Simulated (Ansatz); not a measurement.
One crystal and one scan (energy against volume) at two levels, PBE (plane waves to 420 eV, PAW, scalar-relativistic; Ansatz, a first-principles code) and PBEsol (plane waves to 420 eV, PAW, scalar-relativistic; Ansatz), each from its own relaxed cell and on its own mesh.

The crystal is CsPbCl₃ (cubic perovskite); the cell is scaled evenly about its relaxed volume V₀.

Energies are smeared free energies. CsPbCl3 was relaxed with its symmetry unable to fall. Spin-orbit coupling is left out, though Pb is heavy. This is a high-temperature form of CsPbCl3.

```tsv
quantity	run 1	run 2
Lattice constant a (Å)	5.736	5.619
Bulk modulus B₀ (third-order Birch-Murnaghan fit) (GPa)	21.8	25.0
```

Task: Which run is which level?

Result: Run 1 is PBE, run 2 is PBEsol. PBE gives the higher value for: lattice constant a. PBE gives the lower value for: bulk modulus B₀.

(A scan under strain: stresses follow from slopes of the energy per volume, elastic moduli from its curvatures.)
